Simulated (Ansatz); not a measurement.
PRu:
```yaml
crystal:
  lattice:
    - [5.48824, 0.00000, 0.00000]
    - [0.00000, 3.11936, 0.00000]
    - [0.00000, 0.00000, 6.14443]
  atoms:
    - { symbol: P, position: [0.68996, 0.25000, 0.06350] }
    - { symbol: P, position: [0.31004, 0.75000, 0.93650] }
    - { symbol: P, position: [0.81004, 0.75000, 0.56350] }
    - { symbol: P, position: [0.18996, 0.25000, 0.43650] }
    - { symbol: Ru, position: [0.49607, 0.25000, 0.70525] }
    - { symbol: Ru, position: [0.50393, 0.75000, 0.29475] }
    - { symbol: Ru, position: [0.00393, 0.75000, 0.20525] }
    - { symbol: Ru, position: [0.99607, 0.25000, 0.79475] }
```

Relaxed with PBEsol. Special points in fractions of this cell's reciprocal vectors: Γ (0.000, 0.000, 0.000); X (0.500, 0.000, 0.000); S (0.500, 0.500, 0.000); Y (0.000, 0.500, 0.000); Z (0.000, 0.000, 0.500); U (0.500, 0.000, 0.500); R (0.500, 0.500, 0.500); T (0.000, 0.500, 0.500).

Problem. List the band energies nearest the Fermi level at these points for the program Ansatz at the PBEsol level (PAW).

Solution. In eV from the Fermi level; about four levels below and three above (degenerate sets whole), none deeper than 8.9 eV; points with the same levels are listed once.

| k | below | above |
|---|---|---|
| Γ | -1.11 -0.84 -0.56 -0.52 | 0.54 1.34 2.04 |
| X | -1.21 -1.21 -0.97 -0.97 | 0.39 0.39 2.02 2.02 |
| S | -0.85 -0.85 -0.85 -0.85 | 0.11 0.11 0.11 0.11 |
| Y | -1.76 -1.76 -1.32 -1.32 | 0.04 0.04 0.26 0.26 |
| Z | -1.77 -1.77 -0.77 -0.77 | 1.45 1.45 1.81 1.81 |
| U | -1.58 -1.58 -0.80 -0.80 | 1.18 1.18 1.56 1.56 |
| R | -1.47 -1.47 -1.47 -1.47 | 0.04 0.04 0.04 0.04 |
| T | -2.04 -2.04 -1.32 -1.32 | 0.00 0.00 0.14 0.14 |

Space group Pnma. The first step of the workflow began from a Materials Project structure, measured or hypothetical; the Crystallography Open Database copy checked does not list it. Its standing as an ambient phase is unchecked. The cell was relaxed with PBEsol under the symmetry of its start; whether a distortion lowers the energy is not shown. No spin polarisation was allowed. Spin–orbit coupling is left out wherever it is not named.

Potentials: the later of the program's two PAW sets.
